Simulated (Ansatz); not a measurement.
TePb:
```yaml
crystal:
  lattice:
    - [0.00000, 3.26726, 3.26726]
    - [3.26726, 0.00000, 3.26726]
    - [3.26726, 3.26726, 0.00000]
  atoms:
    - { symbol: Te, position: [0.00000, 0.00000, 0.00000] }
    - { symbol: Pb, position: [0.50000, 0.50000, 0.50000] }
```

Relaxed with r²SCAN. Special points in fractions of this cell's reciprocal vectors: Γ (0.000, 0.000, 0.000); X (0.500, 0.000, 0.500); U (0.625, 0.250, 0.625); K (0.375, 0.375, 0.750); L (0.500, 0.500, 0.500); W (0.500, 0.250, 0.750).

Q: List the band energies nearest the valence-band maximum at these points for plane-wave PAW r²SCAN (Ansatz code).

A: In eV from the valence-band maximum; about four levels below and three above (degenerate sets whole), none deeper than 8.9 eV; points with the same levels are listed once.

```
k                    below           above
-  -----------------------  --------------
Γ  -5.71 -1.36 -1.36 -1.36  4.31 4.31 4.31
X  -7.43 -4.42 -2.77 -2.77  3.73 5.70 5.70
U  -8.09 -4.04 -2.27 -2.03  3.84 3.97 5.54
L   -8.70 -0.91 -0.91 0.00  1.09 1.51 1.51
W  -8.11 -3.72 -3.72 -0.39  1.93 5.56 5.56
```

Space group Fm-3m (rock salt). The r²SCAN relaxation kept the symmetry of its start; of distortions, only those at the zone centre were tested. Spin–orbit coupling is left out wherever it is not named.

Potentials: the later of the program's two PAW sets.
